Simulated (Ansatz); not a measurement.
InHg:
```xyz
2
Lattice="1.7985 1.0384 4.3740 -1.7985 1.0384 4.3740 0.0000 -2.0768 4.3740" Properties=species:S:1:pos:R:3 pbc="T T T"
In     0.0000     0.0000     6.5610
Hg     0.0000     0.0000     0.0000
```

Relaxed with PBEsol.

Task: Map the valence electron density (e/Å³), cut off at 4 on the plane through (0.500, 0.500, 0.500) spanned by u = [1, 0, 0] and v = [0, 1, -1] in lattice vectors, from DFT-PBEsol in the program Ansatz with PAW potentials.

Result: x is the fraction of u, y of v (the angle between them is 90°; rows are the nearest grid lines); atoms in the plane: In at (0.00, 0.00), Hg at (0.50, 0.50).
```
|9998200000000000000028999|
|9996200000000000000026999|
|9994100000000000000014999|
|8742100000000000000012478|
|3211000000111110000001123|
|1000000001355531000000001|
|0000000014899984100000000|
|0000000138999998310000000|
|0000000149999999410000000|
|0000000159999999510000000|
|0000000149999999410000000|
|0000000138999998310000000|
|0000000014899984100000000|
|1000000001355531000000001|
|3211000000111110000001123|
|8742100000000000000012478|
|9994100000000000000014999|
|9996200000000000000026999|
|9998200000000000000028999|
```
Scale: ten equal steps from 0.093 (start of '0') to 4.00 (end of '9'), in the order '0123456789'; x runs from 0.000 to 1.00, y from 0.000 (bottom) to 1.00 (top).

The density is the valence pseudo-density with augmentation charge, so density and ELF within about 1 Å of a nucleus are not all-electron values.

Space group R-3m. The workflow started from an entry of the Crystallography Open Database (COD). Its standing as an ambient phase is unchecked. The cell was relaxed with PBEsol under the symmetry of its start; whether a distortion lowers the energy is not shown. Scalar-relativistic: spin–orbit coupling is off unless named, which matters more the heavier the elements.

Potentials: the later of the program's two PAW sets.
